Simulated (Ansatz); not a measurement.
Input:

HfSi:
```xyz
8
Lattice="6.7703 0.0000 0.0000 0.0000 3.7262 0.0000 0.0000 0.0000 5.1636" Properties=species:S:1:pos:R:3 pbc="T T T"
Si     0.2932     0.9315     3.3069
Si     3.0920     2.7946     0.7252
Si     3.6784     0.9315     4.4384
Si     6.4771     2.7946     1.8566
Hf     1.1879     0.9315     0.6525
Hf     2.1973     2.7946     3.2343
Hf     4.5730     0.9315     1.9293
Hf     5.5825     2.7946     4.5111
```

This is the LDA-relaxed structure.

Task: All from plane-wave PAW LDA (Ansatz code), unless another level is named. Estimate the electronic character.

Result: metallic (no gap).

Task: What about the density of states at the Fermi level?

Result: 0.17 states/eV per atom (mean over ±0.08 eV).

Task: Give the formation energy from the elements (no fitted shifts).

Result: -0.91 eV/atom.

Space group Pnma. The workflow started from an entry of the Crystallography Open Database (COD). Its standing as an ambient phase is unchecked. Symmetry was held in the LDA relaxation; of distortions, only those at the zone centre were tested. The run is not spin-polarised. The references are the lowest solids computed at this level, not always the standard phases. Scalar-relativistic: spin–orbit coupling is off unless named, which matters more the heavier the elements.

Potentials: the later of the program's two PAW sets.
